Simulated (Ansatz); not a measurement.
The geometry is COD entry 2002799, unchecked; take it as a test cell.

An input for TiB₂ and the output that it gave: DFT, PBEsol, all-electron PAW with datasets made for the crystal, scalar-relativistic (Ansatz 0.2.0).

Command: `ansatz run input.yaml --threads 1 --pin off --max-ram 4096MiB --backend cpu --events-out ev --progress --plain --runs-dir out` The run took 20 s on 1 thread of Arm Neoverse V1, on a shared host, peak memory 0.55 GiB.

```yaml
crystal:
  lattice:
    - [3.0291982016, 0.0, 0.0]
    - [-1.5145991008, 2.6233625957, 0.0]
    - [0.0, 0.0, 3.2284]
  atoms:
    - { symbol: Ti, position: [0.0, 0.0, 0.0] }
    - { symbol: B, position: [0.3333333333, 0.6666666667, 0.5] }
    - { symbol: B, position: [0.6666666667, 0.3333333333, 0.5] }
kpoints:
  mp_grid: { grid: [14, 14, 11] }
  band_path:
    path:
      - [0.0, 0.0, 0.0]
      - [0.5, 0.0, 0.0]
      - [0.3333333333, 0.3333333333, 0.0]
      - [0.0, 0.0, 0.0]
      - [0.0, 0.0, 0.5]
      - [0.5, 0.0, 0.5]
      - [0.3333333333, 0.3333333333, 0.5]
      - [0.0, 0.0, 0.5]
      - [0.5, 0.0, 0.5]
    npoints: 8
scf:
  occupations: { method: fermi_dirac, width: 0.03 }
hamiltonian:
  xc: pbesol
  pseudopotentials: { kind: all_electron, datasets: crystal }
output:
  forces: true
  stress: true
  eigenvalues: true
  efg: { contact_densities: true }
```

The log:

```
hamiltonian.pseudopotentials.datasets: crystal makes datasets for this crystal and solves the spheres of its atoms anew in each pass: cutoff 360.0 eV, the density's 1440.0 eV; for an error of 0.50 meV an atom under PBE, 1.5 meV for the cell; an energy difference from a run of another recipe may be off by several times the error for the cell, under r2SCAN by more, where some 0.1 meV an atom stays at smaller errors; B in spheres of 0.873 Å, 3 of its electrons in bands; Ti in spheres of 1.376 Å, 4 of its electrons in bands, 8 on its site; only band paths and densities of states list, in semicore columns, the levels of the semicore shells that are solved separately: 3s of Ti, 3p of Ti
Engine: ansatz 0.2.0
Pseudopotentials: kind: all_electron
Pseudopotential: Ti, paw, valence charge 12, recommended cutoff 360 eV (normal), Koelling and Harmon's equation, gaussian nucleus
Pseudopotential: B, paw, valence charge 3, recommended cutoff 360 eV (normal), Koelling and Harmon's equation, gaussian nucleus
Functional definition: PBEsol
  exchange = pbesol_x
  correlation = pbesol_c
Crystal: 3 atoms, lattice volume = 25.655 Å³
Basis set: ecut = 360 eV, 393 PW (Γ), exchange–correlation on 40×40×40 points (8 copies of the dense FFT grid, shifted against one another)
Bands: 9, of which v1, the nominal top of the filled ones, is band 5 counted from 1 (4 counted from 0)
Symmetry: 24 space group operations
Space group: P6/mmm (ITA 191), of the structure as read, at distance tolerance 2.9e-5 Å
k-points: 144 of 2156
Non-local potential: Ti, projectors of the file, l = 0: 1, l = 1: 1, l = 2: 2
Non-local potential: B, projectors of the file, l = 0: 1, l = 1: 1
PAW form: soft (Blöchl's): semilocal exchange-correlation on the pseudo side does not see the compensation charge
PAW one-centre angular grid: Ti, 590 points (default); XC on its mesh's 1951 points in the sphere
PAW one-centre angular grid: B, 110 points (default); XC on its mesh's 1931 points in the sphere
Initial density: superposition of atomic densities (neutral atoms: chi_scale 0, normalization atom)
Initial wavefunctions: pseudopotential atomic-orbital guess
Functional: x = pbesol(κ = 0.804, μ = 0.12345679012345678), c = pbesol(β = 0.046)
iter 1 solved again at ethr=5.73e-2 eV; its pass at ethr=1.00e-1 eV (dr2=5.73e0 eV) is discarded
SCF iter   1: F=—  HF=-24558.283699 eV  |F-HF|=—  |Δ(HF+E_count)|=         —  Δρ=1.25e-1  dr2=6.53e0  ethr=5.73e-2  ⟨swp⟩=2.0  Hψ=8167  notcnv=0
preconditioner: auto → none  [metal: Δε(μ)=0.025 eV  Ē_g=9.788 eV  σ=0.030 eV  W_gap=0.20  n_scr=2 (ndim 8)  ℏωp=23.2 eV  f_vac=0.000  D(μ)=0.53/eV (n_scr^D=0)  sad-step TF]
SCF iter   2: F=—  HF=-24556.973733 eV  |F-HF|=—  |Δ(HF+E_count)|=    1.31e0  Δρ=4.02e-2  dr2=6.75e-1  ethr=5.73e-2  ⟨swp⟩=3.2  Hψ=3050  notcnv=0  defer=7
SCF iter   3: F=—  HF=-24556.877462 eV  |F-HF|=—  |Δ(HF+E_count)|=   9.63e-2  Δρ=1.43e-2  dr2=6.86e-2  ethr=6.75e-3  ⟨swp⟩=3.8  Hψ=3862  notcnv=0  defer=5
SCF iter   4: F=—  HF=-24556.864270 eV  |F-HF|=—  |Δ(HF+E_count)|=   1.32e-2  Δρ=9.94e-3  dr2=4.91e-2  ethr=6.86e-4  ⟨swp⟩=3.8  Hψ=4922  notcnv=0  defer=2
SCF iter   5: F=—  HF=-24556.852146 eV  |F-HF|=—  |Δ(HF+E_count)|=   1.21e-2  Δρ=3.31e-3  dr2=5.24e-3  ethr=4.91e-4  ⟨swp⟩=2.1  Hψ=2611  notcnv=0  defer=4
iter 6 solved again at ethr=3.47e-6 eV; its pass at ethr=5.24e-5 eV (dr2=3.47e-4 eV) is discarded
SCF iter   6: F=—  HF=-24556.853448 eV  |F-HF|=—  |Δ(HF+E_count)|=   1.30e-3  Δρ=8.74e-4  dr2=3.23e-4  ethr=3.47e-6  ⟨swp⟩=2.1  Hψ=6165  notcnv=0  defer=3
SCF iter   7: F=—  HF=-24556.853386 eV  |F-HF|=—  |Δ(HF+E_count)|=   6.12e-5  Δρ=1.05e-4  dr2=2.00e-6  ethr=3.23e-6  ⟨swp⟩=3.0  Hψ=2235  notcnv=0  defer=1
SCF iter   8: F=—  HF=-24556.853391 eV  |F-HF|=—  |Δ(HF+E_count)|=   4.75e-6  Δρ=7.76e-5  dr2=1.93e-6  ethr=2.00e-8  ⟨swp⟩=4.0  Hψ=2995  notcnv=0  defer=1
SCF iter   9: F=—  HF=-24556.853391 eV  |F-HF|=—  |Δ(HF+E_count)|=   4.37e-7  Δρ=3.45e-5  dr2=3.82e-7  ethr=1.93e-8  ⟨swp⟩=2.1  Hψ=2040  notcnv=0  defer=1
SCF iter  10: F=-24556.853391 eV  HF=-24556.853391 eV  |F-HF|=5.78e-9  |Δ(HF+E_count)|=   7.53e-8  Δρ=5.96e-6  dr2=7.07e-9  ethr=3.82e-9  ⟨swp⟩=3.1  Hψ=2243  notcnv=0  defer=1
SCF 1 converged in 10 iterations: F = -24556.853399 eV  dr2 = 7.07e-9
  Residual-converged pass: ⟨swp⟩=4.5  Hψ=3416  notcnv=0  max |occ|·‖R‖ = 6.4e-6 eV (tolerance 6.5e-6 eV)  dr2=7.65e-9  dr2_onsite=5.96e-9  max |Δocc| = 3.0e-9
  greatest PAW one-centre occupation: 0.256 electrons in one spin orbital (limit 2), on the B atom at site 2 (counted from 0), in its partial waves of l = 0
NSCF: frozen V_eff on 65 k-points
SCF converged after 10 iterations
Free energy (F): -24556.853399 eV
Harris-Foulkes:  -24556.853399 eV  (|F-HF|=5.78e-9)
Internal energy: -24556.852301 eV  (E = F + TS)
E sigma→0 (E₀):  -24556.852850 eV
Entropy (-TS):   -0.001098 eV (-0.366 meV/atom)
Past the cutoff: the bands carry plane waves up to 1.75 times it, of which those up to 1.5 times it add -0.000528 eV an atom, each by itself; the spheres take 0.000120 eV an atom off the energy for waves past 1.75 times it
By the cutoff:   a pressure is off by up to 0.007 GPa (1.2 times the spheres' own share and the shells' term, over an atom's volume, and 0.004 GPa: a bound that held against runs at twice the plane waves)
Past the cutoffs: a stress includes 0.0034 GPa for waves and charges beyond them, in addition to the slope of what the spheres take
In the spheres:  the bands' charges fall short by 7.6e-7 e at most (sound up to 1e-3), those of shells solved beside the bands by 5.6e-7 e (sound up to 5e-4)
Fermi energy:    15.566496 eV
--- Per-component energies (eV) ---
  The terms above E_closure are by the made datasets' own strengths, without shells solved beside the bands.
--- Forces (eV/Å), atoms counted from 1 ---
  atom   1  Ti    -0.00000000    -0.00000000     0.00000000
  atom   2  B      0.00000000    -0.00000000     0.00000000
  atom   3  B      0.00000000     0.00000000     0.00000000
  max |Σ_I F_I| component: 1.85e-17 eV/Å
--- Stress (GPa, compression-positive) ---
       -4.250419       0.000000       0.000000
        0.000000      -4.250419       0.000000
        0.000000       0.000000      -7.047668
  P = ⅓ Tr σ = -5.1828 GPa (-51.828 kbar)
  It holds what live shells' own plane waves past their cutoff add
--- PAW observables at the nuclei: V_zz in 10²¹ V/m², potentials from the cell's mean, atoms counted from 1 ---
  atom   1  Ti V_zz =    +2.147505   η = 0.0000   by run symmetry: allowed
            electrostatic potential = -2531.297617 V   contact ρ = 56683.524047 e/Å³
  atom   2  B  V_zz =    +0.332681   η = 0.0000   by run symmetry: allowed
            electrostatic potential = -330.633318 V   contact ρ = 481.521314 e/Å³
  atom   3  B  V_zz =    +0.332681   η = 0.0000   by run symmetry: allowed
            electrostatic potential = -330.633318 V   contact ρ = 481.521314 e/Å³
--- Band table (eV; the first three rows and the last of 144) ---
  k-point 0: bands = ["2.0551", "12.9341", "12.9341", "13.2246", "13.3834", "17.4378", "17.4378"]
  k-point 1: bands = ["2.1659", "12.1333", "13.0214", "13.0214", "14.3606", "17.1590", "17.1590"]
  k-point 2: bands = ["2.4847", "10.9080", "13.2805", "13.2805", "15.2892", "16.5815", "16.5815"]
  k-point 143: bands = ["6.6906", "7.3126", "9.8178", "12.3480", "12.3845", "18.0486", "19.5033"]
```
